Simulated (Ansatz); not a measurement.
# Ansatz run on MnF2

System: MnF₂, 6 atoms in the cell.

Ansatz input (lattice in Å, positions in fractions of it; a bare `kind: paw` takes the build's default datasets)
```yaml
crystal:
  lattice:
    - [4.873, 0, 0]
    - [0, 4.873, 0]
    - [0, 0, 3.31]
  atoms:
    - { symbol: Mn, position: [0, 0, 0], spin: 5 }
    - { symbol: Mn, position: [0.5, 0.5, 0.5], spin: -5 }
    - { symbol: F, position: [0.305, 0.305, 0] }
    - { symbol: F, position: [0.695, 0.695, 0] }
    - { symbol: F, position: [0.805, 0.195, 0.5] }
    - { symbol: F, position: [0.195, 0.805, 0.5] }
kpoints:
  mp_grid: { grid: [4, 4, 6] }
hamiltonian:
  xc: pbe
  pseudopotentials:
    kind: paw
    azcp:
      F: "pseudopotentials/pbe/paw/ansatz_paw_generated_hard_1/F.paw.azcp"
      Mn: "pseudopotentials/pbe/paw/ansatz_paw_generated_hard_1/Mn.paw.azcp"
scf:
  occupations: { method: fermi_dirac, width: 0.05 }
  convergence: { dr2_threshold: "1e-9 eV" }
  max_iter: 300
output:
  forces: true
  stress: true
  eigenvalues: true
magnetization:
  spin_polarized: true
```

These are results of PBE, plane waves, PAW datasets (generated hard set) in Ansatz 0.2.0 development build, not measurements.

Output, in brief

| Property | Result |
| --- | --- |
| Plane-wave cutoff used | 700 eV |
| Pressure | 2.72 GPa |
| Largest force | 0.091 eV/Å on F3 and F4 and F5 and F6 |
| Net moment | 0.00 μB |
| Gap on the mesh | 2.17 eV |
| Valence electrons | 58 |
| Irreducible k-points | 28 |
| CPU time | of the order of 50 core-seconds on a shared host |

```tsv
atom	Fx (eV/Å)	Fy (eV/Å)	Fz (eV/Å)	moment (μB)
Mn1	0.000	0.000	0.000	4.15
Mn2	0.000	0.000	0.000	-4.15
F3	-0.064	-0.064	0.000	-0.03
F4	0.064	0.064	0.000	-0.03
F5	-0.064	0.064	0.000	0.03
F6	0.064	-0.064	0.000	0.03
```
Site moments are counted near each atom and needn't add up to the net moment.

Stress tensor in GPa, compression positive:
```
2.69 0.00 0.00
0.00 2.69 0.00
0.00 0.00 2.77
```

The stress includes the program's correction for the finite plane-wave basis.

A gap read on the mesh is an upper bound of this method's gap, since the mesh can miss a band edge. One magnetic order was tried; another may lie lower. Semilocal functionals give gaps that mostly lie well below measured ones.
